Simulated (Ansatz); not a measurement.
TiTe₂, a known structure type with other elements, at an estimated volume

```
Ti Te
1.0
     3.84998    0.00000    0.00000
     0.00000    5.07238    0.00000
     0.00000    0.00000    6.15769
Ti Te
2 4
Direct
  0.00000 0.00000 0.00000
  0.50000 0.50000 0.50000
  0.00000 0.20300 0.37500
  0.50000 0.29700 0.87500
  0.00000 0.79700 0.62500
  0.50000 0.70300 0.12500
```

The numbers come from plane-wave PAW DFT (Ansatz): LDA, non-collinear spin, 420 eV, 7×5×4 Γ-centred k points, gaussian occupations (width 0.0207 eV). Nothing was relaxed.

The state carries no moments; the state need not be the lowest.

Question: What happens at the Fermi level?

Answer: It is a metal, with about 4.8 states/eV a cell as the mean within 0.25 eV of the Fermi level, mostly Ti d (75 %) and Te p (15 %).

Question: Give the Bader charges.

Answer: Bader charges in e: Ti +1.05, Te -0.53. In the mean Ti gives up most and Te takes most.

Question: Which atom feels the largest force, and which way?

Answer: The largest is on Te3 (and as large on other atoms): 2.47 eV/Å, components (0.00, 1.62, -1.87). It makes 65° with the line to a nearest neighbour, Ti1 at 2.53 Å.

Question: What does the stress say?

Answer: The pressure is 32.5 GPa (compression positive), so with the atoms held at these fractions the cell would first expand; the forces are large, so a full relaxation may end otherwise. The principal stresses 15.2, 37.6, 44.6 GPa differ, so its shape would change too.

Origin: a known structure type with other elements, at an estimated volume, so it need not be a known compound. Caveats: atoms or cell far from equilibrium.
